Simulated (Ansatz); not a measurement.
**HfO2 with Au replacing Hf: which input changes reach the field gradients?**

Cell: a supercell of HfO2 (baddeleyite type, P2_1/c) built from a structure deposited in the COD, with all atoms left at the host's positions.

```
CELL_PARAMETERS angstrom
-5.97666 5.18570 5.21387
4.25934 -5.18570 5.21387
5.97666 5.18570 -5.21387
ATOMIC_POSITIONS crystal
Au 0.12385 0.24175 0.15760
Hf 0.62385 0.74175 0.15760
Hf 0.62385 0.24175 0.65760
Hf 0.12385 0.74175 0.65760
Hf 0.41585 0.50825 0.63210
Hf 0.91585 0.00825 0.63210
Hf 0.91585 0.50825 0.13210
Hf 0.41585 0.00825 0.13210
Hf 0.87615 0.75825 0.84240
Hf 0.37615 0.25825 0.84240
Hf 0.37615 0.75825 0.34240
Hf 0.87615 0.25825 0.34240
Hf 0.58415 0.49175 0.36790
Hf 0.08415 0.99175 0.36790
Hf 0.08415 0.49175 0.86790
Hf 0.58415 0.99175 0.86790
O 0.61910 0.46440 0.60340
O 0.11910 0.96440 0.60340
O 0.11910 0.46440 0.10340
O 0.61910 0.96440 0.10340
O 0.13900 0.28560 0.40470
O 0.63900 0.78560 0.40470
O 0.63900 0.28560 0.90470
O 0.13900 0.78560 0.90470
O 0.38090 0.53560 0.39660
O 0.88090 0.03560 0.39660
O 0.88090 0.53560 0.89660
O 0.38090 0.03560 0.89660
O 0.86100 0.71440 0.59530
O 0.36100 0.21440 0.59530
O 0.36100 0.71440 0.09530
O 0.86100 0.21440 0.09530
O 0.33915 0.21045 0.20290
O 0.83915 0.71045 0.20290
O 0.83915 0.21045 0.70290
O 0.33915 0.71045 0.70290
O 0.49245 0.53955 0.87870
O 0.99245 0.03955 0.87870
O 0.99245 0.53955 0.37870
O 0.49245 0.03955 0.37870
O 0.66085 0.78955 0.79710
O 0.16085 0.28955 0.79710
O 0.16085 0.78955 0.29710
O 0.66085 0.28955 0.29710
O 0.50755 0.46045 0.12130
O 0.00755 0.96045 0.12130
O 0.00755 0.46045 0.62130
O 0.50755 0.96045 0.62130
```

Atom numbers follow the list; atoms alike are taken as one site, whose name carries the number of the first.

Reference run. Level of theory: DFT, PBE, plane waves and PAW, scalar-relativistic, 420 eV cutoff, Γ-centred 3×3×3 k-points, Fermi–Dirac smearing 0.01 eV, cell charge -1 (Ansatz 0.2.0).

It gives V_zz (10²¹ V/m²) Au -27.2 (η 0.52), Hf11 13.73 (η 0.47), O33 9.46 (η 0.31), among others. Each of these runs changes the input as listed (caps on SCF iterations aside):

A. magnetization: not typed → {spin_polarized: true}
B. hamiltonian.xc: pbe → PBE-sol

Question: Which of these changes matter for the gradients?

Answer: 

| run | Au V_zz (η) | Hf11 V_zz (η) | O33 V_zz (η) | largest change of a gradient tensor, all atoms | note |
| --- | --- | --- | --- | --- | --- |
| A | 17.54 (0.43) | 13.70 (0.50) | 8.77 (0.33) | 20 | converged; a gap opens; absolute moment 0.0 → 2.1 μB; on Au the largest value lies along another axis |
| B | – | – | – | – | refused: hamiltonian.xc: unknown variant `PBE-sol` |

Run A moves a gradient tensor by up to 20.40, on Au (V_zz from -27.2 to 17.54, along another axis). Run B holds an unknown functional.

On the reference run: The run isn't spin-polarised, and a state with spin may lie lower. The defect repeats with the cell of 48 atoms, so it feels its images: sites between two images don't show the values beside a lone defect, and zeros or small values of η there can come from the images' arrangement. Hf and O carry a gradient in the pure host already, so the values there aren't the defect's effect alone. A uniform background compensates the cell's charge. The defect cell has no gap above 0.1 eV on its mesh, so the values can hang on the smearing and the k-mesh. Spin–orbit coupling is left out, which shifts gradients on Au by a few per cent in wide-gap crystals, and can shift them far more where the calculated gap is small or absent, as here. The cell keeps the host's lattice, and with the defect in it the PBE pressure is 6 GPa (in a charged cell this depends on the convention for the mean potential). The neighbours have not yet relaxed around the defect (largest force 2.8 eV/Å), and relaxing can change the values around it severalfold.
